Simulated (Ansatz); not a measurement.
AlNi:
```cif
data_Al4Ni4
_chemical_formula_sum 'Al4 Ni4'
_space_group_name_H-M_alt 'Cmcm'
_space_group_IT_number 63
_space_group_name_Hall '-C 2c 2'
_cell_length_a 2.67786
_cell_length_b 9.38665
_cell_length_c 4.00832
_cell_angle_alpha 90.000
_cell_angle_beta 90.000
_cell_angle_gamma 90.000
loop_
_atom_site_label
_atom_site_type_symbol
_atom_site_symmetry_multiplicity
_atom_site_Wyckoff_symbol
_atom_site_fract_x
_atom_site_fract_y
_atom_site_fract_z
_atom_site_occupancy
Al1 Al 4 c 0.00000 0.34548 0.25000 1
Ni1 Ni 4 c 0.00000 0.07951 0.25000 1
```
(The calculation used a cell of 4 atoms; values per cell refer to that cell.)

Relaxed at zero pressure with the program Ansatz at the PBE level (PAW).

Task: The volume is lowered by 3 % and shape and atoms relax at that volume. What pressure results, and how do the axes share the change?

Result: 4.7 GPa; a -1.2 %, b -1.0 %, c -0.9 %; the energy rises by 5 meV/atom.

Task: Give the new structure.

Result: 
Space group Cmcm (No. 63); a = 2.645 Å, b = 9.296 Å, c = 3.974 Å, α = β = γ = 90.00°

```
atom  site  symmetry       x       y       z
----  ----  --------  ------  ------  ------
Al      4c       m2m  0.0000  0.3446  0.2500
Ni      4c       m2m  0.0000  0.0794  0.2500
```

The phase is kept; no other phase was compared at this pressure.

The start of the workflow was typed in or built on a structure type; neither database checked (COD, Materials Project) lists it. It is not the phase usual at ambient conditions (space group No. 221). The cell was relaxed with PBE under the symmetry of its start; whether a distortion lowers the energy is not shown. The workflow began spin-polarised and lost its moments. Axis ratios of metals converge slowly with the k-mesh, so a and c are less sure than the volume.

Potentials: the earlier of the program's two PAW sets.
